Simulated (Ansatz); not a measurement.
MgZn$_{3}$O$_{4}$ in space group C2 (No. 5; Pearson symbol mS64), plane-wave PAW PBE (Ansatz code). The conduction-band minimum lies at Γ, with 1 equivalent valley. Second derivatives d²E/dk² of the lowest band at one valley (eV·Å²), along Cartesian directions:

```csv
direction,d²E/dk²
[100],35.60
[010],35.62
[001],31.98
[110],35.61
[101],33.45
[011],33.79
```

Question: Find the principal effective masses, the density-of-states mass and the conductivity mass.

Answer: Off-diagonal terms follow from H_xy = H[110] − (H_xx + H_yy)/2, and m*/mₑ = 7.620 eV·Å² over each eigenvalue: 0.21, 0.21, 0.24. One valley's DOS mass (m₁m₂m₃)^(1/3) = 0.22, conductivity mass 3/(Σ 1/mᵢ) = 0.22 mₑ.

Question: What effective density of states Nc follows at 300 K for parabolic valleys?

Answer: Nc = 2.509e19 × 1 × (0.22)^(3/2) ≈ 2.6e18 cm⁻³.

The start of the workflow was typed in or built on a structure type; neither database checked (COD, Materials Project) lists it. Its standing as an ambient phase is unchecked. The PBE relaxation kept the symmetry of its start; its stability against distortions is not shown here.

Potentials: the later of the program's two PAW sets.

Edges and masses are those of Kohn–Sham bands, whose gap is no quasiparticle gap.
